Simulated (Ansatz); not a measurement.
The relaxed structure here is a generated cell of TaAs: the first start was made by placing the elements on the sites of a structure type, and the end was not matched to a known phase here, so it may be hypothetical. Known forms of TaAs include space group No. 109.

One starting cell of TaAs (a generated cell, TaAs built in the AFLOW prototype AB_oP4_51_e_f (B19, as in CdAu)) was relaxed twice with Ansatz (plane waves, PAW, scalar-relativistic): with PBEsol at 420 eV and with PBE at 420 eV. The PBEsol result:

Space group Pm-3m (No. 221); a = b = c = 3.1781 Å, α = β = γ = 90.00°

```tsv
atom	site	symmetry	x	y	z
As	1a	m-3m	0.0000	0.0000	0.0000
Ta	1b	m-3m	0.5000	0.5000	0.5000
```

| quantity | PBEsol | PBE |
|---|---|---|
| space group | Pm-3m | Pm-3m |
| volume (Å³/atom) | 16.05 | … |
| a (Å) | 3.178 | … |
| gap (eV, no spin-orbit coupling) | 0.00 | … |

Question: Fill in the PBE column.

Answer: 
- volume (Å³/atom), PBE: 16.61
- a (Å), PBE: 3.215
- gap (eV, no spin-orbit coupling), PBE: 0.00

Both levels end in the same structure; PBE's volume is 3.5 % larger. Neither column is exact.

No spin polarisation in the result.

The run could not lose the symmetry of its start: the end is stationary, and may be a saddle point rather than a minimum.

Ansatz is a first-principles code.
